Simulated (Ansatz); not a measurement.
PbTe: the gap against volume

PbTe, Fm-3m, a = 6.536 Å. Ansatz: r2SCAN, PAW, 500 eV, Γ-centred 8×8×8 mesh on 2 atoms, Gaussian smearing 0.02 eV; no spin polarisation. Symmetry fixes shape and atoms, so the cell is only scaled; x = ln(V/V0) with V0 = 34.905 Å³/atom. The gap is read at the mesh points alone.

```
      x gap y (eV)
-0.0619       0.951
-0.0305       1.025
 0.0000           ?
 0.0296       1.147
 0.0583       1.195
```

Question: Fit a straight line to the other rows, give the volume deformation potential of the gap and its pressure coefficient, and predict the missing gap. B0 = 42.2 GPa.

Answer: Means x = -0.001125, y = 1.0795; Σ(Δx)² = 0.009032, ΣΔxΔy = 0.01835; the slope is their ratio. y = 1.082 + 2.031 x. The slope is the deformation potential a = dE_g/d ln V = 2.03 eV, and dE_g/dP = −a/B0 = -48.1 meV/GPa. At x = 0.0000 the fit asked for gives 1.082 eV. The run gave 1.090 eV, so the fit is 0.008 eV too low, within twice the rms miss on the fitted rows (0.005 eV).

Spin-orbit coupling is left out, which matters for the bands of heavy elements.